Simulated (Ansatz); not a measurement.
Relaxed WC (WC type, space group P-6m2):

```yaml
crystal:
  lattice:
    - [2.92185, 0.00000, 0.00000]
    - [-1.46093, 2.53040, 0.00000]
    - [0.00000, 0.00000, 2.84710]
  atoms:
    - { symbol: W, position: [0.00000, 0.00000, 0.00000] }
    - { symbol: C, position: [0.66667, 0.33333, 0.50000] }
```

In each cell atom 2 (C, nearest neighbour W at 2.207 Å; its periodic images, 2.8 Å or more away, move with it) moves by s·(1.000, 0.000, 0.000) (along Cartesian x), the rest being held.

Calculation: PBE (plane waves to 420 eV, PAW, scalar-relativistic; Ansatz, an electronic-structure program). k mesh 15×15×13 (Γ-centred), Fermi-Dirac smearing 0.05 eV. With partly filled bands, energies and forces of such displacements shift with the k mesh and the smearing. F∥ is the force on the atom along that direction. Spin-orbit coupling is left out, though W is heavy. WC is run without spin polarisation. WC was relaxed with its symmetry unable to fall. 

```csv
s (Å),F∥ (eV/Å)
-0.660,5.768
-0.528,5.820
-0.396,5.154
-0.264,3.760
-0.132,1.971
0.000,0.000
0.132,-1.971
0.264,-3.760
0.396,-5.154
0.528,-5.820
0.660,-5.768
```

Q: What is the force constant k = d²E/ds² of this move at s = 0?

A: 15.2 eV/Å². The forces along the line at the two nearest points give (1.971 − (-1.971)) / (2·0.132) = 14.93 eV/Å²; the next pair corrects for the finite step.

(A displaced cell: forces are minus the slopes of the energy, force constants its curvatures, and phonons follow from these.)
